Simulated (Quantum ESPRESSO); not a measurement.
# Kohn-Sham bands of BeSe (zinc blende)

```yaml
crystal:
  lattice:
    - [0.00000, 2.58397, 2.58397]
    - [2.58397, 0.00000, 2.58397]
    - [2.58397, 2.58397, 0.00000]
  atoms:
    - { symbol: Be, position: [0.00000, 0.00000, 0.00000] }
    - { symbol: Se, position: [0.75000, 0.75000, 0.75000] }
```

Cell from Materials Project (mp-1541), symmetrised, no further relaxation. COD (Crystallography Open Database) has an entry of this formula and space group (matched by these alone). Method: LDA plane waves in Quantum ESPRESSO 7.5 (PseudoDojo norm-conserving files, 71 Ry, no spin polarisation, no spin-orbit coupling), Bloch states on a 10×10×10 mesh through Γ, Wannier90 4.0.1. Density: 10×10×10 mesh, cold smearing 0.01 Ry. Spin-orbit coupling, left out, would split the p-like bands by a few tenths of an eV.

Energies are relative to the valence-band maximum; weights are on the orthonormalised atomic waves of the pseudopotential files, averaged over the group. 20 electrons a cell are treated as valence.

```csv
bands,from (eV),to (eV),filling,weight on atomic waves
1,-98.14,-98.14,filled,[?]
2–6,-46.88,-46.87,filled,[?]
7,-13.75,-11.99,filled,[?]
8–10,-5.62,0.00,filled,[?]
```

Question: Which atomic shells make up each group?

Answer: 
- 1, weight on atomic waves: Be 1s 99 %
- 2–6, weight on atomic waves: Se 3d 100 %
- 7, weight on atomic waves: Se 4s 86 %, Be 2s 12 %
- 8–10, weight on atomic waves: Se 4p 86 %, Be 2s 7 %

The Kohn-Sham gap over both meshes and the path is 2.51 eV.
